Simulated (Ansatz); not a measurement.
Steps from a short run of molecular dynamics on a 2×2×1 supercell (16 atoms) of Si3Sn (ordering on diamond), relaxed with r2SCAN; forces from PBE in the PAW code Ansatz, 2×2×2 mesh, Fermi-Dirac smearing of 0.190 eV, Langevin thermostat and barostat (NPT), set at 2200 K. Computed, non-magnetic; the trajectory is short and the cell small, so nothing here is a converged average. The structure comes from a prototype and may be hypothetical.

**Question.** At 12 fs the positions in Å are
```
cell (Å): 8.071 0.000 0.000; 0.000 8.071 0.000; 0.000 0.000 5.746
Si   2.014  -0.032   4.435
Si   1.869   2.048   0.007
Si  -0.063   1.941   1.308
Sn  -0.033   0.030   2.864
Si   2.003   4.008   4.241
Si   1.971   6.032   0.016
Si  -0.083   6.185   1.212
Sn  -0.011   4.058   2.861
Si   5.979   0.002   4.554
Si   5.967   2.037   0.091
Si   3.988   1.934   1.135
Sn   4.104   0.027   2.900
Si   6.162   3.915   4.533
Si   6.045   6.130   0.192
Si   3.897   6.086   1.405
Sn   4.058   3.971   2.861
```
What are the forces, and how far does the free energy (smearing included) lie above that of step 0, with the atoms on their sites?

**Answer.** 72.5 meV an atom; forces in eV/Å:
```
cell (Å), as above: 8.071 0.000 0.000; 0.000 8.071 0.000; 0.000 0.000 5.746
Si  -0.063   0.410   0.331
Si   0.663  -0.253  -0.976
Si  -0.330   1.164  -0.169
Sn  -0.100  -0.511   1.261
Si   0.217   0.105   2.294
Si  -0.052  -0.193  -0.767
Si   1.481  -0.937   1.116
Sn  -0.662   0.226  -1.207
Si   0.955   0.086   0.039
Si   1.118  -0.749  -0.657
Si  -1.199   0.503   1.185
Sn  -0.791   0.358  -0.022
Si  -0.953   1.586  -0.017
Si  -2.061  -0.927  -1.620
Si   0.741  -0.521  -0.565
Sn   1.036  -0.347  -0.226
```

**Question.** At 39 fs the positions in Å are
```
cell (Å): 8.101 0.000 0.000; 0.000 8.101 0.000; 0.000 0.000 5.767
Si   2.000   0.019   4.519
Si   1.629   2.073  -0.042
Si  -0.211   2.005   1.297
Sn  -0.115   0.018   2.804
Si   1.931   3.990   4.277
Si   1.877   6.095   0.005
Si  -0.141   6.262   1.198
Sn  -0.095   4.152   2.756
Si   5.948   0.027   4.878
Si   5.819   1.899   0.129
Si   3.797   1.803   1.018
Sn   4.220   0.087   2.954
Si   6.187   3.898   4.703
Si   5.720   6.128   0.417
Si   3.708   6.009   1.489
Sn   4.121   3.758   2.766
```
What are the forces, and how far does the free energy (smearing included) lie above that of step 0, with the atoms on their sites?

**Answer.** 151.6 meV an atom; forces in eV/Å:
```
cell (Å), as above: 8.101 0.000 0.000; 0.000 8.101 0.000; 0.000 0.000 5.767
Si  -0.230   0.272  -0.585
Si   1.179  -0.294  -0.805
Si  -0.779   0.704   0.423
Sn   0.296   0.234   2.306
Si   0.584   0.370   0.954
Si   0.091  -0.502  -0.904
Si  -0.601  -1.224   0.025
Sn  -0.369  -0.030   0.164
Si   0.962  -2.620  -2.245
Si   1.386   2.396   0.243
Si  -1.514   0.381   1.245
Sn  -1.163  -0.517  -0.030
Si  -0.869   1.194  -0.542
Si   1.031  -0.737  -1.860
Si  -0.020   0.031   0.747
Sn   0.017   0.342   0.866
```
